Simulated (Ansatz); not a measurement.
## What DFT gives for MnTlF3

```xyz
5
Lattice="4.3692 0.0000 0.0000 0.0000 4.3692 0.0000 0.0000 0.0000 4.3692" Properties=species:S:1:pos:R:3 pbc="T T T"
Mn    0.0000    0.0000    0.0000
F     2.1846    0.0000    0.0000
F     0.0000    2.1846    0.0000
F     0.0000    0.0000    2.1846
Tl    2.1846    2.1846    2.1846
```

The numbers come from plane-wave PAW DFT (Ansatz): r2SCAN, collinear spin, 500 eV, 6×6×6 Γ-centred k points, fermi-dirac occupations (width 0.0283 eV). Nothing was relaxed.

Magnetic state (reached from a saved solution, and it need not be the lowest): Mn1 up.

Charges: Bader charges in e: Mn +1.64, Tl +0.88, F -0.84. In the mean Mn gives up most and F takes most.
Electronic structure: The gap is 2.19 eV, indirect or between spins (the least direct gap found is 3.25 eV).
Moments: Mn1 +4.71 μB of spin moment in Bader basins; net size 5.00 μB a cell.
Band edges: Within 0.7 eV of the edges, the states project mainly on Mn d (69 %) and F p (29 %) below the gap and on Tl p (76 %) above it.
Stress: The pressure is -5.6 GPa (compression positive), so with the atoms held at these fractions the cell would first shrink.

Origin: a known structure type with other elements, at an estimated volume, so it need not be a known compound. Caveats: no spin-orbit coupling, which can shift this gap by tenths of an eV.
